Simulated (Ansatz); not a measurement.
## How the vibrations of LiPb change with volume

Method: Ansatz, DFT LDA, scalar-relativistic, plane waves, PAW. Settings: 420 eV plane-wave cutoff, Γ-centred 12×12×12 mesh, Fermi-Dirac smearing of 0.15 eV. No spin polarisation. Phonons by linear response, acoustic sum rule imposed.

Equilibrium structure at this level:
```cif
data_structure
_symmetry_space_group_name_H-M 'Pm-3m'
_symmetry_Int_Tables_number 221
_cell_length_a 3.4657
_cell_length_b 3.4657
_cell_length_c 3.4657
_cell_angle_alpha 90.000
_cell_angle_beta 90.000
_cell_angle_gamma 90.000
_cell_volume 41.63
loop_
_atom_site_label
_atom_site_type_symbol
_atom_site_symmetry_multiplicity
_atom_site_Wyckoff_symbol
_atom_site_fract_x
_atom_site_fract_y
_atom_site_fract_z
_atom_site_occupancy
Li1 Li 1 b 0.50000 0.50000 0.50000 1
Pb1 Pb 1 a 0.00000 0.00000 0.00000 1
```

In a metal, frequencies depend on the k mesh and the smearing, soft modes most. Spin–orbit coupling is left out, which can shift energies with elements as heavy as these.

Cells at 0.98 and 1.02 times the equilibrium volume were relaxed in shape and atoms; γ = −d ln ν / d ln V, modes matched by rank.

Task: Give the optical frequencies at Γ (cm⁻¹) at the three volumes and the mode Grüneisen parameters.

Result:
```json
{"0.98 V": "264", "V": "257", "1.02 V": "250", "γ": "1.37", "degeneracy": "3"}
```

Task: What pressures hold the two strained cells, and what bulk modulus follows?

Result: 0.84 GPa at 0.98 V and -0.75 GPa at 1.02 V, so B = −dP/d ln V ≈ 40 GPa.